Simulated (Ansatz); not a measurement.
Work and stress of cleavage in Al

All numbers below come from Ansatz, DFT r2SCAN, scalar-relativistic, plane waves, PAW. The runs took a 500 eV cutoff, a Γ-centred 22×22×7 mesh and Gaussian smearing (0.15 eV). No spin polarisation. Energies are free energies at this smearing, counted from the undisturbed cell; pressure is positive in compression.

The undisturbed cell (relaxed at this level; this bcc form isn't the usual structure):

```
Al
1.0
    -1.59437    1.59437   -1.59437
    -1.59437   -1.59437    1.59437
     0.00000    6.37747    6.37747
Al
4
Direct
  0.00000 0.00000 0.87500
  0.50000 0.50000 0.12500
  0.00000 0.00000 0.37500
  0.50000 0.50000 0.62500
```

The cut lies on the cell's a–b face, a (0 1 1) plane (indices in the standard cell, whose axes needn't be the Cartesian ones shown) of area 7.19 Å², between layers 2.25 Å apart. Vector c is lengthened by d along the normal with the atoms' Cartesian places fixed: one unrelaxed cut a cell. The traction is positive where the two halves pull on each other.

```
d (Å) energy (J/m²) traction (GPa)
-0.30           0.39           -29.7
 0.00           0.00             0.1
 0.25           0.15            10.3
 0.50           0.45            12.4
 0.75           0.74            10.5
 1.00           0.97             7.9
 1.50           1.27             4.7
 2.00           1.46             2.9
 3.00           1.65             1.1
 4.50           1.72             0.1
 6.00           1.73             0.0
```

Task: What are the work of separation and the cleavage stress, and do they fit the universal binding curve?

Result: The energy levels off near W ≈ 1.73 J/m² (the traction is down to 0.0 GPa), the energy of the two unrelaxed faces, 0.86 J/m² each on average. The largest sampled traction is 12.4 GPa at d = 0.50 Å, and a parabola through it and its two neighbours peaks at σ_max ≈ 12.4 GPa, d ≈ 0.51 Å. The curve E = W[1 − (1 + d/ℓ)exp(−d/ℓ)] peaks in traction at d = ℓ with σ_max = W/(eℓ); with 1 J/m² per Å = 10 GPa this W and σ_max give ℓ = 0.51 Å. A parabola through that curve at the same three d peaks at 0.55 Å, against 0.51 Å here, a fair fit. Real crystals break at far lower stress, because cracks concentrate it, and on the plane of lowest W, which needn't be this one.

The cut is rigid; relaxing the faces lowers these energies and usually the stresses.

In a metal these slopes depend on the k mesh and the smearing.

Cost: 11 runs of about 10 core-minutes in all, on Arm Neoverse V2 (shared hosts).